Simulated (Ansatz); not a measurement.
Sn$_{2}$Br$_{3}$, a known structure type with other elements, at an estimated volume

```
CELL_PARAMETERS angstrom
3.44595 5.96855 0.00000
-3.44595 5.96855 0.00000
0.00000 -3.97904 6.07505
ATOMIC_POSITIONS crystal
Sn 0.35731 0.35731 0.07193
Sn 0.14269 0.14269 0.42807
Sn 0.64269 0.64269 0.92807
Sn 0.85731 0.85731 0.57193
Br 0.54800 0.95200 0.75000
Br 0.25000 0.54800 0.75000
Br 0.95200 0.25000 0.75000
Br 0.45200 0.04800 0.25000
Br 0.75000 0.45200 0.25000
Br 0.04800 0.75000 0.25000
```

Single point in Ansatz 0.2.0 with r2SCAN, no spin polarisation. Cutoff 500 eV, PAW datasets, 6×6×6 Γ-centred k mesh, fermi-dirac filling (width 0.1 eV).

Q: Metal or insulator?

A: It is a metal, with about 5.8 states/eV a cell as the mean within 0.25 eV of the Fermi level, mostly Sn p (71 %) and Br s (13 %).

Q: What do density and ELF say about some of the short contacts?

A: Sn–Br at 2.66 Å: least valence density 0.37 e/Å³ and ELF 0.32 there. Both are smooth PAW fields, read partly inside the augmentation spheres.

Q: Where is the largest force?

A: The largest is on Sn1 (and as large on other atoms): 0.21 eV/Å, components (0.00, 0.00, -0.21). It makes 114° with the line to a nearest neighbour, Br10 at 2.66 Å.

Q: What does the stress say?

A: The pressure is 23.7 GPa (compression positive), so with the atoms held at these fractions the cell would first expand. The principal stresses 19.7, 25.7, 25.7 GPa differ, so its shape would change too.

Q: How is the charge shared?

A: Bader charges in e: Sn +0.96, Br -0.64. In the mean Sn gives up most and Br takes most.

Origin: a known structure type with other elements, at an estimated volume, so it need not be a known compound. Caveats: many states at the Fermi level without spin polarisation, so a magnetic state may lie lower; atoms or cell far from equilibrium.
